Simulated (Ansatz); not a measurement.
A geometry of ScAu away from equilibrium: the start of the relaxation of a generated cell, ScAu built in the AFLOW prototype AB_hR6_160_b_b (B13, as in NiS). Calculation: PBEsol (plane waves to 420 eV, PAW, scalar-relativistic; Ansatz, a program for electronic structure). Γ-centred k-mesh 10×10×10 on the run's cell (coarser than for final values), Fermi–Dirac smearing 0.05 eV.

```xyz
6
Lattice="5.3672 3.0987 1.1717 -5.3672 3.0987 1.1717 0.0000 -6.1975 1.1717" Properties=species:S:1:pos:R:3:forces:R:3 pbc="T T T" free_energy=-45355.956 pressure_GPa=20.7
Sc     0.0000     1.6326     3.2058    0.0000    1.6030   -1.2091
Sc     1.4139    -0.8163     3.2058    1.3882   -0.8015   -1.2091
Sc    -1.4139    -0.8163     3.2058   -1.3882   -0.8015   -1.2091
Au     0.0000    -2.0897     1.3484    0.0000   -0.8445    1.2090
Au    -1.8098     1.0449     1.3484   -0.7314    0.4223    1.2090
Au     1.8098     1.0449     1.3484    0.7314    0.4223    1.2090
```

Positions in Å, forces in eV/Å, free energy of the cell in eV (comparable only within this code, potentials and settings). Largest force: 2.01 eV/Å, on Sc1, Sc2, Sc3 (atoms numbered as listed); the geometry lies 0.39 eV/atom above the end of its relaxation.

No spin polarisation in the result.

The run could not lose the symmetry of its start, so the end can be a saddle point.

The end of the path is a generated cell of ScAu: the first start was made by placing the elements on the sites of a structure type, and the end was not matched to a known phase here, so it may be hypothetical.
